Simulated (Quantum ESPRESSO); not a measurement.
# Band energies of GaAlP$_{2}$ at +2 % biaxial strain

```
GaAlP2
1.0
    3.93795     0.00000     0.00000
    0.00000     3.93795     0.00000
    0.00000     0.00000     5.33902
Al P Ga
1 2 1
Direct
  0.50000   0.50000   0.50000
  0.00000   0.50000   0.25045
  0.50000   0.00000   0.74955
  0.00000   0.00000   0.00000
```

PBEsol (Quantum ESPRESSO, PseudoDojo norm-conserving, 80 Ry, no spin-orbit coupling); path ΓXMΓZRAZ,XR,MA; energies in eV from the valence-band maximum.

```
k (1/Å)  point  band 9  band 10  band 11  band 12  band 13  band 14  band 15  band 16
-------  -----  ------  -------  -------  -------  -------  -------  -------  -------
0.00         Γ   -2.62    -2.62    -0.14    -0.14     0.00     1.36     1.47     2.47
0.23             -3.22    -2.49    -1.27    -0.40    -0.21     1.59     2.56     3.18
0.57             -3.71    -3.57    -1.98    -1.86    -0.70     2.37     3.45     4.98
0.80         X   -4.46    -3.03    -3.00    -1.26    -1.26     2.97     3.16     5.77
0.91             -4.48    -3.00    -2.97    -1.44    -1.43     3.26     3.43     4.96
1.25             -4.99    -2.64    -2.61    -2.39    -2.30     2.41     2.54     2.92
1.60         M   -5.61    -2.35    -2.34    -2.34    -2.29     1.53     1.53     1.64
1.90             -4.87    -2.92    -2.81    -2.08    -2.04     1.76     2.50     2.77
2.11             -3.70    -3.34    -3.12    -1.64    -1.57     2.26     3.38     4.13
2.42             -3.14    -2.98    -1.63    -0.72    -0.60     2.51     2.77     3.42
2.72         Γ   -2.62    -2.62    -0.14    -0.14     0.00     1.36     1.47     2.47
3.08             -2.27    -2.27    -1.65    -0.90    -0.90     1.49     2.59     3.07
3.31         Z   -2.81    -1.79    -1.79    -1.55    -1.55     1.95     2.35     3.76
3.41             -3.00    -1.78    -1.74    -1.57    -1.53     2.09     2.50     3.81
3.71             -4.55    -1.53    -1.46    -1.34    -1.30     2.45     3.07     4.55
3.91             -5.45    -1.30    -1.18    -1.11    -0.94     1.86     2.73     4.56
4.11         R   -5.81    -1.19    -1.12    -0.89    -0.77     1.50     2.45     4.28
4.21             -5.79    -1.40    -1.39    -0.95    -0.84     1.79     2.68     4.23
4.51             -5.47    -3.14    -2.92    -1.71    -1.71     3.48     4.09     4.28
4.81             -5.24    -3.62    -3.47    -2.95    -2.89     4.40     4.50     5.23
4.91         A   -5.25    -3.52    -3.31    -3.17    -3.17     4.58     4.58     5.19
5.10             -5.21    -3.71    -3.60    -2.57    -2.53     4.05     4.28     5.47
5.38             -4.87    -3.46    -3.42    -1.28    -1.25     3.18     3.57     5.79
5.57             -4.36    -3.01    -2.88    -0.91    -0.84     3.23     3.85     4.66
5.85             -3.30    -2.11    -1.88    -1.39    -1.28     2.43     2.87     3.92
6.04         Z   -2.81    -1.79    -1.79    -1.55    -1.55     1.95     2.35     3.76
6.04         X   -4.46    -3.03    -3.00    -1.26    -1.26     2.97     3.16     5.77
6.39             -5.48    -1.61    -1.57    -1.22    -1.17     2.23     2.92     4.61
6.62         R   -5.81    -1.19    -1.12    -0.89    -0.77     1.50     2.45     4.28
6.62         M   -5.61    -2.35    -2.34    -2.34    -2.29     1.53     1.53     1.64
6.92             -5.45    -2.99    -2.82    -2.80    -2.80     2.71     2.71     2.94
7.21         A   -5.25    -3.52    -3.31    -3.17    -3.17     4.58     4.58     5.19
```

The PBEsol gap is indirect, 1.27 eV, from Γ to 20 % of the way from Γ to Z; the smallest direct gap is 1.36 eV.

Spin-orbit splittings are left out.

Geometry strained from the cell relaxed with PBEsol, atoms relaxed again.

The structure is a Materials Project entry; no match was found in the copy of COD used, and its stability was not checked.
